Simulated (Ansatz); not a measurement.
ZrAg (rock salt, Fm-3m) under volume change, PBEsol in the plane-wave PAW code Ansatz, scaled uniformly.

| V (Å³/atom) | E − E(relaxed) (meV/atom) | P (GPa) |
|---|---|---|
| 19.807 | 67.1 | 11.96 |
| 20.459 | 28.1 | 7.30 |
| 21.112 | 6.6 | 3.35 |
| 21.765 | 0.0 | 0.00 |
| 22.418 | [?] | [?] |
| 23.071 | 22.6 | -5.25 |
| 23.724 | [?] | [?] |

Problem. Some entries are withheld; supply them.

Solution. 
- 23.724, E − E(relaxed) (meV/atom): 48.2
- 23.724, P (GPa): -7.29
- 22.418, E − E(relaxed) (meV/atom): 5.9
- 22.418, P (GPa): -2.84

Problem. What does a third-order Birch–Murnaghan fit give for V₀, B₀ and B′?

Solution. V₀ = 21.77 Å³/atom, B₀ = 103 GPa, B′ = 4.5.

The start of the workflow was typed in or built on a structure type; neither database checked (COD, Materials Project) lists it. COD files the formula under space group No. 129. Whether it is the stable phase at ambient conditions was not checked. Symmetry was held in the PBEsol relaxation. At this level the phase is mechanically unstable. No spin polarisation was allowed. Its formation energy is positive at this level, so the cell may be metastable or incomplete.

Potentials: the later of the program's two PAW sets.
